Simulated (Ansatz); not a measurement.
Pd:
```yaml
crystal:
  lattice:
    - [2.70854, 0.00000, 0.00000]
    - [-1.35427, 2.34567, 0.00000]
    - [0.00000, 0.00000, 8.92386]
  atoms:
    - { symbol: Pd, position: [0.00000, 0.00000, 0.00000] }
    - { symbol: Pd, position: [0.00000, 0.00000, 0.50000] }
    - { symbol: Pd, position: [0.33333, 0.66667, 0.25000] }
    - { symbol: Pd, position: [0.66667, 0.33333, 0.75000] }
```

Relaxed with LDA. Special points in fractions of this cell's reciprocal vectors: Γ (0.000, 0.000, 0.000); M (0.500, 0.000, 0.000); K (0.333, 0.333, 0.000); A (0.000, 0.000, 0.500); L (0.500, 0.000, 0.500); H (0.333, 0.333, 0.500).

Problem. List the band energies nearest the Fermi level at these points for DFT-LDA in the program Ansatz with PAW potentials.

Solution. In eV from the Fermi level; about four levels below and three above (degenerate sets whole), none deeper than 8.9 eV; … stands for higher levels left out; points with the same levels are listed once.

```json
[
 {"k": "Γ", "below": "-0.75 -0.75 -0.12 -0.12", "above": "0.75 7.37 …"},
 {"k": "M", "below": "-2.27 -1.71 -1.71 -0.02", "above": "0.01 0.02 0.10"},
 {"k": "K", "below": "-0.53 -0.41 -0.41 -0.20", "above": "6.10 6.10 6.22"},
 {"k": "A", "below": "-0.39 -0.39 -0.39 -0.39", "above": "…"},
 {"k": "L", "below": "-1.19 -1.19 -0.54 -0.54", "above": "0.04 0.04 0.20 0.20"},
 {"k": "H", "below": "-0.36 -0.36 -0.17 -0.17", "above": "6.41 6.41 6.54 6.54"}
]
```

Space group P6_3/mmc (dhcp (α-La type)). The workflow started from a Materials Project entry (that database holds measured and hypothetical structures alike); the Crystallography Open Database copy checked does not list it. It is not the phase usual at ambient conditions (space group No. 225). The LDA relaxation kept the symmetry of its start; its stability against distortions is not shown here. The workflow began spin-polarised and lost its moments. Spin–orbit coupling is left out wherever it is not named.

Potentials: the later of the program's two PAW sets.
